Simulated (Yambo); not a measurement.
Material: CdS (wurtzite, space group P6_3mc, No. 186); a = 4.169 Å, b = 4.169 Å, c = 6.780 Å, α = 90.00°, β = 90.00°, γ = 120.00° (4 atoms in the cell). The geometry is that of Materials Project entry mp-672, symmetrised and not relaxed again.

With norm-conserving PBE (Quantum ESPRESSO, 102 Ry, scalar-relativistic), the gap between the mesh's edge points (Γ → Γ) is 1.161 eV.

By how much does one-shot G0W0 (Yambo; 3×3×2 Γ-centred k mesh, bands 9 to 195 and a 8 Ry block in the screening, 195 bands in G with the Bruneval-Gonze terminator, plasmon pole fitted at 27.2 eV) open this gap, and what gap results?

The correction is 0.973 eV, giving 2.134 eV, 1.8 times the PBE value.  Nearest settings tried, and what they do to the gap: 127 bands in W, 127 bands in G: +9 meV; 7 Ry block (245 vectors against 287): -7 meV; 3×3×1 mesh: -142 meV. So the settings aren't converged at that level. The k mesh is coarse. Spin-orbit splittings are left out.
